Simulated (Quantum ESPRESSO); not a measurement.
Hf6RuLi, a curve over strain

Simulated, not a measurement. The program is pw.x of Quantum ESPRESSO 7.5 (plane-wave density functional theory). The cell is made up: eight metal atoms on a hexagonal close-packed lattice, with elements, volume, strain and displacements drawn at random and not relaxed, so it may be unstable or far from any real phase. PseudoDojo standard norm-conserving files set the functional (PBE unless stated); there is no spin polarisation or spin-orbit coupling, the Fermi-Dirac width of 0.25 eV means electrons at about 2900 K, and the masses in the input are unused placeholders. Heavy elements are run without spin-orbit coupling, which real alloys of them have. A spin test at this wide smearing found no moment, but such smearing suppresses magnetism that the real alloy may have.

Seven runs add a strain to one cell (zz); the atoms follow the cell and are not relaxed. Stress in the table is positive in tension.

Input of the run at -0.0027:

```
&control calculation='scf', pseudo_dir='./dojo.nc.sr.pbe.v0_5.standard.upf', outdir='./o', disk_io='minimal', tprnfor=.true., tstress=.true. /
&system ibrav=0, nat=8, ntyp=3, nbnd=63, ecutwfc=84.00895049, nosym=.true., tot_charge=0,
 occupations='smearing', smearing='fd', degauss=0.0183746611
/
&electrons conv_thr=1.470e-08, electron_maxstep=70, mixing_beta=0.5 /
ATOMIC_SPECIES
Hf 1.0 Hf.upf
Li 1.0 Li.upf
Ru 1.0 Ru.upf
CELL_PARAMETERS angstrom
-0.0179 -0.0464 5.0132
6.469 -0.0068 -0.0225
-3.2404 5.5315 -0.0394
ATOMIC_POSITIONS angstrom
Hf -0.0339 -0.0256 -0.0188
Hf -1.5747 2.7506 -0.0608
Ru 3.2199 -0.0271 -0.0472
Hf 1.5894 2.7577 -0.0576
Hf -0.0289 1.9589 2.3722
Li -1.6222 4.5237 2.4406
Hf 3.2572 1.7505 2.3849
Hf 1.5767 4.5615 2.444
K_POINTS automatic
5 4 4 1 1 1
```

```
added strain  free energy less that of the input shown (eV)  stress xx (GPa)  stress yy (GPa)  stress zz (GPa)  stress xy (GPa)  pressure (GPa)  iterations
     -0.0214                                        -0.0841             7.03             7.68             2.70            -0.36           -5.80          16
     -0.0129                                        -0.0525             7.52             8.13             3.91            -0.37           -6.52          15
     -0.0027                                         0.0000             8.07             8.63             5.29            -0.38           -7.33          15
     +0.0088                                         0.0776             8.64             9.16             6.75            -0.39           -8.18          15
     +0.0115                                         0.0985             8.76             9.28             7.08            -0.39           -8.38          15
     +0.0214                                         0.1838             9.21             9.70             8.26            -0.40           -9.05          16
     +0.0242                                         0.2100             9.33             9.81             8.58            -0.40           -9.24          16
```

A cubic fit gives a slope of stress zz against the added strain of 130 GPa at zero added strain, with the atoms clamped. Across the table the energy follows the integral of volume times stress to 0.7 meV. A rerun of one of the cells at a higher cutoff and on a denser mesh moved values by no more than 0.003 eV in energy, 0.02 GPa in stress and 0.004 eV/Å in force, and a second program with other atomic files agreed on that cell to 2 % rms in force and 0.5 GPa in pressure.